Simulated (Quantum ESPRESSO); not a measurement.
# Computed records: MgAl6GaN7O (made-up cell)

Calculation on a made-up crystal cell, not a measurement, run twice, once with a planted mistake found by running each candidate: periodic Kohn-Sham density functional theory in plane waves with PseudoDojo standard norm-conserving scalar-relativistic pseudopotentials, each functional with its own files (v0.5 for PBE, v0.4.1 for LDA and PBEsol), no spin polarisation, no spin-orbit coupling, atoms not relaxed, stress positive in tension, energies less a fixed whole-eV offset for each atom's element; levels are Kohn-Sham levels at fractions of this cell's reciprocal vectors, counted from the reference band (half the neutral cell's valence electrons, rounded up) at Gamma; error bars cover cutoff and k-mesh only, not smearing or the files; each bar is the largest change over components, and at least 0.002 eV, 0.002 eV per angstrom or 0.02 GPa; a charged cell sits in a uniform background, with energy and stress on this program's zero of potential; no dispersion term; energies are for the whole cell, and the offsets were chosen from early runs and are not element reference energies; a distance is the largest change of any value in units of its error bar (the energy's for the smearing term), a scale change is of lengths, and a coarse mesh keeps the half-step shift. Program: Quantum ESPRESSO 7.5.

Common to all entries: lattice type doubled wurtzite; intended functional pbe; intended cutoff 1143 eV; intended fermi dirac smearing 0.025 eV; intended scf tolerance 1e-07 eV; intended electrons removed 0; healthy free energy less offsets -4.683 eV; healthy scf iterations 16; healthy smearing term minus ts 0 eV; healthy pressure -5.66 GPa; healthy stress xx 3.39 GPa; healthy stress yy 3.92 GPa; healthy stress zz 9.68 GPa; healthy stress yz -5.06 GPa; healthy stress xz 0.7 GPa; healthy stress xy -1.86 GPa; healthy reference band 41; faulty smearing term minus ts 0 eV; faulty reference band 41; candidate k points along each vector 1; candidate cutoff 662 eV; candidate smearing 0.55 eV; candidate functional lda; candidate scf tolerance 0.05 eV; candidate electrons removed 1; candidate scale change 0.9 percent; candidate first exchanged site 7; candidate second exchanged site 16; intended k mesh 7 x 4 x 2, shifted by half a step; structure shown as intended, without the mistake.

(1) 
```cif
# cell vector a (Å): 3.1807 -0.0281 0.0046
# cell vector b (Å): -0.0487 5.4747 -0.0753
# cell vector c (Å): 0.0151 -0.1420 10.5960
data_MgAl6GaN7O
_symmetry_space_group_name_H-M 'P 1'
_symmetry_Int_Tables_number 1
_cell_length_a 3.1808
_cell_length_b 5.4754
_cell_length_c 10.5970
_cell_angle_alpha 91.556
_cell_angle_beta 89.829
_cell_angle_gamma 91.017
_cell_volume 184.46
loop_
_atom_site_label
_atom_site_type_symbol
_atom_site_fract_x
_atom_site_fract_y
_atom_site_fract_z
_atom_site_occupancy
Al1 Al 0.99471 0.00093 0.00459 1
Al2 Al 0.50123 0.50216 0.99906 1
Ga1 Ga 0.48615 0.15195 0.25938 1
Mg1 Mg 0.03764 0.66636 0.25331 1
Al3 Al 0.99207 0.00416 0.50408 1
Al4 Al 0.51393 0.48629 0.49189 1
Al5 Al 0.47850 0.16560 0.75463 1
Al6 Al 0.99407 0.65858 0.74984 1
O1 O 0.01148 0.00085 0.18771 1
N1 N 0.49036 0.49634 0.17860 1
N2 N 0.48195 0.17856 0.44095 1
N3 N 0.00512 0.66915 0.43083 1
N4 N 0.98957 0.98751 0.68024 1
N5 N 0.49971 0.50513 0.69427 1
N6 N 0.49373 0.16720 0.94380 1
N7 N 0.02284 0.66792 0.93878 1
_calc_faulty_free_energy_less_offsets -10.837  # eV
_calc_faulty_scf_iterations 15
_calc_faulty_pressure -8.92  # GPa
_calc_faulty_stress_xx 4.93  # GPa
_calc_faulty_stress_yy 1.14  # GPa
_calc_faulty_stress_zz 20.68  # GPa
_calc_faulty_stress_yz -4.38  # GPa
_calc_faulty_stress_xz 0.61  # GPa
_calc_faulty_stress_xy -2.13  # GPa
_calc_fault_kind 'coarse kmesh'
_calc_other_mistakes_compared 7
_calc_distance_from_healthy 1568  # error bars
_calc_distance_from_nearest_other_mistake 721  # error bars
_calc_healthy_error_bar_energy 0.003923  # eV
_calc_healthy_error_bar_stress 0.02  # GPa
_calc_healthy_error_bar_force 0.003474  # eV/angstrom
_calc_healthy_error_bar_next_band_up 0.002  # eV
```

Atoms:
```
atoms element  atom site  atom energy offset (eV)
           Al          1                      -64
           Al          2                      -64
           Ga          3                    -2080
           Mg          4                    -1617
           Al          5                      -64
           Al          6                      -64
           Al          7                      -64
           Al          8                      -64
            O          9                     -452
            N         10                     -283
            N         11                     -283
            N         12                     -283
            N         13                     -283
            N         14                     -283
            N         15                     -283
            N         16                     -283
```

Healthy forces:
```
site  x (eV/Å)  y (eV/Å)  z (eV/Å)
   1     0.076     0.024    -1.237
   2     0.448     0.017      1.02
   3     0.907     3.891    -0.916
   4    -1.624    -1.114    -1.341
   5    -0.208    -1.541     -0.42
   6    -0.305     4.393     0.868
   7      0.43    -0.325    -0.664
   8     0.517      0.82     0.127
   9    -0.978    -0.251    -1.118
  10     1.568    -2.055    -0.428
  11      0.45    -3.139    -0.135
  12     0.033    -0.031     3.735
  13    -0.181     1.115     1.799
  14    -0.448    -1.505    -0.669
  15     0.217    -0.801    -0.381
  16    -0.903     0.502     -0.24
```

Healthy levels:
```
level k point  next band up (eV)
        Gamma               0.46
(1/2,1/2,1/2)              2.542
   (0.15,0,0)              1.303
   (0,0.15,0)              0.808
   (0,0,0.15)              0.551
```

Faulty forces:
```
site  x (eV/Å)  y (eV/Å)  z (eV/Å)
   1      0.17     -0.57    -1.426
   2     0.342    -0.611     1.336
   3     0.875     3.694    -1.591
   4    -1.502    -0.753    -0.883
   5    -0.125    -2.129    -0.169
   6    -0.285     4.171     1.131
   7     0.419      0.19    -0.594
   8     0.473     1.535     0.505
   9    -0.939     0.712    -0.094
  10     1.425    -3.054     -0.95
  11     0.288    -3.023    -0.374
  12     0.136     0.415     3.667
  13    -0.254     1.116     1.498
  14    -0.336    -2.454    -0.925
  15    -0.011    -0.473    -0.656
  16    -0.676     1.235    -0.474
```

Faulty levels:
```
level k point  next band up (eV)
        Gamma              0.405
(1/2,1/2,1/2)               2.58
   (0.15,0,0)              1.211
   (0,0.15,0)               0.75
   (0,0,0.15)              0.494
```

Candidate mistake: coarse kmesh, low cutoff, wide smearing, wrong functional, loose scf, wrong charge, cell scaled, atoms exchanged

(2) 
```cif
# cell vector a (Å): 3.1807 -0.0281 0.0046
# cell vector b (Å): -0.0487 5.4747 -0.0753
# cell vector c (Å): 0.0151 -0.1420 10.5960
data_MgAl6GaN7O
_symmetry_space_group_name_H-M 'P 1'
_symmetry_Int_Tables_number 1
_cell_length_a 3.1808
_cell_length_b 5.4754
_cell_length_c 10.5970
_cell_angle_alpha 91.556
_cell_angle_beta 89.829
_cell_angle_gamma 91.017
_cell_volume 184.46
loop_
_atom_site_label
_atom_site_type_symbol
_atom_site_fract_x
_atom_site_fract_y
_atom_site_fract_z
_atom_site_occupancy
Al1 Al 0.99471 0.00093 0.00459 1
Al2 Al 0.50123 0.50216 0.99906 1
Ga1 Ga 0.48615 0.15195 0.25938 1
Mg1 Mg 0.03764 0.66636 0.25331 1
Al3 Al 0.99207 0.00416 0.50408 1
Al4 Al 0.51393 0.48629 0.49189 1
Al5 Al 0.47850 0.16560 0.75463 1
Al6 Al 0.99407 0.65858 0.74984 1
O1 O 0.01148 0.00085 0.18771 1
N1 N 0.49036 0.49634 0.17860 1
N2 N 0.48195 0.17856 0.44095 1
N3 N 0.00512 0.66915 0.43083 1
N4 N 0.98957 0.98751 0.68024 1
N5 N 0.49971 0.50513 0.69427 1
N6 N 0.49373 0.16720 0.94380 1
N7 N 0.02284 0.66792 0.93878 1
_calc_faulty_free_energy_less_offsets 11.362  # eV
_calc_faulty_scf_iterations 15
_calc_faulty_pressure -83.32  # GPa
_calc_faulty_stress_xx 81.01  # GPa
_calc_faulty_stress_yy 81.54  # GPa
_calc_faulty_stress_zz 87.42  # GPa
_calc_faulty_stress_yz -5.11  # GPa
_calc_faulty_stress_xz 0.57  # GPa
_calc_faulty_stress_xy -1.98  # GPa
_calc_fault_kind 'low cutoff'
_calc_other_mistakes_compared 7
_calc_distance_from_healthy 4090  # error bars
_calc_distance_from_nearest_other_mistake 4029  # error bars
_calc_healthy_error_bar_energy 0.003923  # eV
_calc_healthy_error_bar_stress 0.02  # GPa
_calc_healthy_error_bar_force 0.003474  # eV/angstrom
_calc_healthy_error_bar_next_band_up 0.002  # eV
```

Atoms:
```
atoms element  atom site  atom energy offset (eV)
           Al          1                      -64
           Al          2                      -64
           Ga          3                    -2080
           Mg          4                    -1617
           Al          5                      -64
           Al          6                      -64
           Al          7                      -64
           Al          8                      -64
            O          9                     -452
            N         10                     -283
            N         11                     -283
            N         12                     -283
            N         13                     -283
            N         14                     -283
            N         15                     -283
            N         16                     -283
```

Healthy forces:
```
site  x (eV/Å)  y (eV/Å)  z (eV/Å)
   1     0.076     0.024    -1.237
   2     0.448     0.017      1.02
   3     0.907     3.891    -0.916
   4    -1.624    -1.114    -1.341
   5    -0.208    -1.541     -0.42
   6    -0.305     4.393     0.868
   7      0.43    -0.325    -0.664
   8     0.517      0.82     0.127
   9    -0.978    -0.251    -1.118
  10     1.568    -2.055    -0.428
  11      0.45    -3.139    -0.135
  12     0.033    -0.031     3.735
  13    -0.181     1.115     1.799
  14    -0.448    -1.505    -0.669
  15     0.217    -0.801    -0.381
  16    -0.903     0.502     -0.24
```

Healthy levels:
```
level k point  next band up (eV)
        Gamma               0.46
(1/2,1/2,1/2)              2.542
   (0.15,0,0)              1.303
   (0,0.15,0)              0.808
   (0,0,0.15)              0.551
```

Faulty forces:
```
site  x (eV/Å)  y (eV/Å)  z (eV/Å)
   1      0.08     0.035    -1.238
   2     0.448     0.005      1.01
   3     0.865     3.859    -0.916
   4    -1.515    -1.184    -1.231
   5    -0.206    -1.544    -0.415
   6    -0.301     4.412     0.882
   7     0.429    -0.324     -0.66
   8     0.519     0.818     0.123
   9    -0.972    -0.139    -1.111
  10     1.491    -2.042    -0.432
  11     0.453    -3.179     -0.21
  12     0.022    -0.026     3.682
  13    -0.176     1.147     1.806
  14    -0.448    -1.539    -0.669
  15     0.233    -0.803    -0.389
  16    -0.922     0.504    -0.231
```

Faulty levels:
```
level k point  next band up (eV)
        Gamma              0.411
(1/2,1/2,1/2)              2.535
   (0.15,0,0)              1.266
   (0,0.15,0)              0.762
   (0,0,0.15)              0.504
```

Candidate mistake: coarse kmesh, low cutoff, wide smearing, wrong functional, loose scf, wrong charge, cell scaled, atoms exchanged

(3) 
```cif
# cell vector a (Å): 3.1807 -0.0281 0.0046
# cell vector b (Å): -0.0487 5.4747 -0.0753
# cell vector c (Å): 0.0151 -0.1420 10.5960
data_MgAl6GaN7O
_symmetry_space_group_name_H-M 'P 1'
_symmetry_Int_Tables_number 1
_cell_length_a 3.1808
_cell_length_b 5.4754
_cell_length_c 10.5970
_cell_angle_alpha 91.556
_cell_angle_beta 89.829
_cell_angle_gamma 91.017
_cell_volume 184.46
loop_
_atom_site_label
_atom_site_type_symbol
_atom_site_fract_x
_atom_site_fract_y
_atom_site_fract_z
_atom_site_occupancy
Al1 Al 0.99471 0.00093 0.00459 1
Al2 Al 0.50123 0.50216 0.99906 1
Ga1 Ga 0.48615 0.15195 0.25938 1
Mg1 Mg 0.03764 0.66636 0.25331 1
Al3 Al 0.99207 0.00416 0.50408 1
Al4 Al 0.51393 0.48629 0.49189 1
Al5 Al 0.47850 0.16560 0.75463 1
Al6 Al 0.99407 0.65858 0.74984 1
O1 O 0.01148 0.00085 0.18771 1
N1 N 0.49036 0.49634 0.17860 1
N2 N 0.48195 0.17856 0.44095 1
N3 N 0.00512 0.66915 0.43083 1
N4 N 0.98957 0.98751 0.68024 1
N5 N 0.49971 0.50513 0.69427 1
N6 N 0.49373 0.16720 0.94380 1
N7 N 0.02284 0.66792 0.93878 1
_calc_faulty_free_energy_less_offsets -5.411  # eV
_calc_faulty_scf_iterations 15
_calc_faulty_pressure -13.83  # GPa
_calc_faulty_stress_xx 11.49  # GPa
_calc_faulty_stress_yy 12.07  # GPa
_calc_faulty_stress_zz 17.91  # GPa
_calc_faulty_stress_yz -4.89  # GPa
_calc_faulty_stress_xz 0.74  # GPa
_calc_faulty_stress_xy -1.75  # GPa
_calc_fault_kind 'wrong functional'
_calc_other_mistakes_compared 7
_calc_distance_from_healthy 411.6  # error bars
_calc_distance_from_nearest_other_mistake 246.4  # error bars
_calc_healthy_error_bar_energy 0.003923  # eV
_calc_healthy_error_bar_stress 0.02  # GPa
_calc_healthy_error_bar_force 0.003474  # eV/angstrom
_calc_healthy_error_bar_next_band_up 0.002  # eV
```

Atoms:
```
atoms element  atom site  atom energy offset (eV)
           Al          1                      -64
           Al          2                      -64
           Ga          3                    -2080
           Mg          4                    -1617
           Al          5                      -64
           Al          6                      -64
           Al          7                      -64
           Al          8                      -64
            O          9                     -452
            N         10                     -283
            N         11                     -283
            N         12                     -283
            N         13                     -283
            N         14                     -283
            N         15                     -283
            N         16                     -283
```

Healthy forces:
```
site  x (eV/Å)  y (eV/Å)  z (eV/Å)
   1     0.076     0.024    -1.237
   2     0.448     0.017      1.02
   3     0.907     3.891    -0.916
   4    -1.624    -1.114    -1.341
   5    -0.208    -1.541     -0.42
   6    -0.305     4.393     0.868
   7      0.43    -0.325    -0.664
   8     0.517      0.82     0.127
   9    -0.978    -0.251    -1.118
  10     1.568    -2.055    -0.428
  11      0.45    -3.139    -0.135
  12     0.033    -0.031     3.735
  13    -0.181     1.115     1.799
  14    -0.448    -1.505    -0.669
  15     0.217    -0.801    -0.381
  16    -0.903     0.502     -0.24
```

Healthy levels:
```
level k point  next band up (eV)
        Gamma               0.46
(1/2,1/2,1/2)              2.542
   (0.15,0,0)              1.303
   (0,0.15,0)              0.808
   (0,0,0.15)              0.551
```

Faulty forces:
```
site  x (eV/Å)  y (eV/Å)  z (eV/Å)
   1     0.113     0.017    -1.202
   2     0.402    -0.015     1.045
   3     0.769     3.783    -0.919
   4    -1.565    -1.077    -1.293
   5    -0.167    -1.545      -0.4
   6    -0.292     4.192     0.701
   7     0.404    -0.315    -0.689
   8     0.485     0.781     0.068
   9     -0.84    -0.067     -0.93
  10     1.497    -2.138    -0.431
  11      0.43    -2.965    -0.298
  12     0.011    -0.038     3.703
  13    -0.146     1.111     1.736
  14    -0.412    -1.461    -0.552
  15     0.188    -0.762     -0.34
  16    -0.877     0.499      -0.2
```

Faulty levels:
```
level k point  next band up (eV)
        Gamma              0.412
(1/2,1/2,1/2)              2.449
   (0.15,0,0)              1.239
   (0,0.15,0)              0.752
   (0,0,0.15)              0.498
```

Candidate mistake: coarse kmesh, low cutoff, wide smearing, wrong functional, loose scf, wrong charge, cell scaled, atoms exchanged

(4) 
```cif
# cell vector a (Å): 3.1807 -0.0281 0.0046
# cell vector b (Å): -0.0487 5.4747 -0.0753
# cell vector c (Å): 0.0151 -0.1420 10.5960
data_MgAl6GaN7O
_symmetry_space_group_name_H-M 'P 1'
_symmetry_Int_Tables_number 1
_cell_length_a 3.1808
_cell_length_b 5.4754
_cell_length_c 10.5970
_cell_angle_alpha 91.556
_cell_angle_beta 89.829
_cell_angle_gamma 91.017
_cell_volume 184.46
loop_
_atom_site_label
_atom_site_type_symbol
_atom_site_fract_x
_atom_site_fract_y
_atom_site_fract_z
_atom_site_occupancy
Al1 Al 0.99471 0.00093 0.00459 1
Al2 Al 0.50123 0.50216 0.99906 1
Ga1 Ga 0.48615 0.15195 0.25938 1
Mg1 Mg 0.03764 0.66636 0.25331 1
Al3 Al 0.99207 0.00416 0.50408 1
Al4 Al 0.51393 0.48629 0.49189 1
Al5 Al 0.47850 0.16560 0.75463 1
Al6 Al 0.99407 0.65858 0.74984 1
O1 O 0.01148 0.00085 0.18771 1
N1 N 0.49036 0.49634 0.17860 1
N2 N 0.48195 0.17856 0.44095 1
N3 N 0.00512 0.66915 0.43083 1
N4 N 0.98957 0.98751 0.68024 1
N5 N 0.49971 0.50513 0.69427 1
N6 N 0.49373 0.16720 0.94380 1
N7 N 0.02284 0.66792 0.93878 1
_calc_faulty_free_energy_less_offsets -4.445  # eV
_calc_faulty_scf_iterations 16
_calc_faulty_pressure -9.46  # GPa
_calc_faulty_stress_xx 7.23  # GPa
_calc_faulty_stress_yy 7.83  # GPa
_calc_faulty_stress_zz 13.32  # GPa
_calc_faulty_stress_yz -4.75  # GPa
_calc_faulty_stress_xz 0.68  # GPa
_calc_faulty_stress_xy -1.72  # GPa
_calc_fault_kind 'cell scaled'
_calc_other_mistakes_compared 7
_calc_distance_from_healthy 195.5  # error bars
_calc_distance_from_nearest_other_mistake 245.5  # error bars
_calc_healthy_error_bar_energy 0.003923  # eV
_calc_healthy_error_bar_stress 0.02  # GPa
_calc_healthy_error_bar_force 0.003474  # eV/angstrom
_calc_healthy_error_bar_next_band_up 0.002  # eV
```

Atoms:
```
atoms element  atom site  atom energy offset (eV)
           Al          1                      -64
           Al          2                      -64
           Ga          3                    -2080
           Mg          4                    -1617
           Al          5                      -64
           Al          6                      -64
           Al          7                      -64
           Al          8                      -64
            O          9                     -452
            N         10                     -283
            N         11                     -283
            N         12                     -283
            N         13                     -283
            N         14                     -283
            N         15                     -283
            N         16                     -283
```

Healthy forces:
```
site  x (eV/Å)  y (eV/Å)  z (eV/Å)
   1     0.076     0.024    -1.237
   2     0.448     0.017      1.02
   3     0.907     3.891    -0.916
   4    -1.624    -1.114    -1.341
   5    -0.208    -1.541     -0.42
   6    -0.305     4.393     0.868
   7      0.43    -0.325    -0.664
   8     0.517      0.82     0.127
   9    -0.978    -0.251    -1.118
  10     1.568    -2.055    -0.428
  11      0.45    -3.139    -0.135
  12     0.033    -0.031     3.735
  13    -0.181     1.115     1.799
  14    -0.448    -1.505    -0.669
  15     0.217    -0.801    -0.381
  16    -0.903     0.502     -0.24
```

Healthy levels:
```
level k point  next band up (eV)
        Gamma               0.46
(1/2,1/2,1/2)              2.542
   (0.15,0,0)              1.303
   (0,0.15,0)              0.808
   (0,0,0.15)              0.551
```

Faulty forces:
```
site  x (eV/Å)  y (eV/Å)  z (eV/Å)
   1     0.109      0.02    -1.238
   2     0.401    -0.021     1.022
   3     0.799     3.774    -0.891
   4    -1.523    -1.119    -1.263
   5    -0.164    -1.516     -0.36
   6    -0.283     4.131     0.738
   7     0.398    -0.304    -0.666
   8     0.479      0.76     0.077
   9     -0.87    -0.216     -1.04
  10     1.455    -1.952    -0.449
  11     0.419    -2.919    -0.123
  12     0.009    -0.032      3.59
  13    -0.146     1.078       1.7
  14    -0.409    -1.422    -0.558
  15     0.189    -0.748    -0.341
  16    -0.862     0.487    -0.198
```

Faulty levels:
```
level k point  next band up (eV)
        Gamma              0.344
(1/2,1/2,1/2)              2.496
   (0.15,0,0)              1.185
   (0,0.15,0)              0.696
   (0,0,0.15)              0.439
```

Candidate mistake: coarse kmesh, low cutoff, wide smearing, wrong functional, loose scf, wrong charge, cell scaled, atoms exchanged
